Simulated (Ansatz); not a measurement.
**Ba (Pm-3m), two-dimensional strain map**

All numbers below come from Ansatz, DFT r2SCAN, scalar-relativistic, plane waves, PAW. Settings: plane waves to 500 eV, k-mesh 12×12×12 (Γ-centred), Gaussian smearing 0.15 eV. No spin polarisation. Energies are free energies at this smearing, counted from the undisturbed cell; pressure is positive in compression.

Zero of the scan (as given, not relaxed at this level; it stands at -0.1 GPa; this simple cubic form isn't the usual structure):

```xyz
1
Lattice="3.9177 0.0000 0.0000 0.0000 3.9177 0.0000 0.0000 0.0000 3.9177" Properties=species:S:1:pos:R:3 pbc="T T T"
Ba    0.0000    0.0000    0.0000
```

The cell is strained by p along both x and y and by q along z, fractional coordinates fixed. Points are written (p, q).

Energy above the undisturbed cell in meV/atom (a dash: not computed):

```
 p \ q  -0.080  0.000  0.080
-0.080    98.4   70.1  112.3
 0.000    38.8    0.0   30.5
 0.080   119.4   57.6      –
```

Pressure in GPa:

| p \ q | -0.080 | 0.000 | 0.080 |
| --- | --- | --- | --- |
| -0.080 | 2.9 | 1.7 | 1.0 |
| 0.000 | 0.7 | -0.1 | -0.5 |
| 0.080 | -0.4 | -0.9 | – |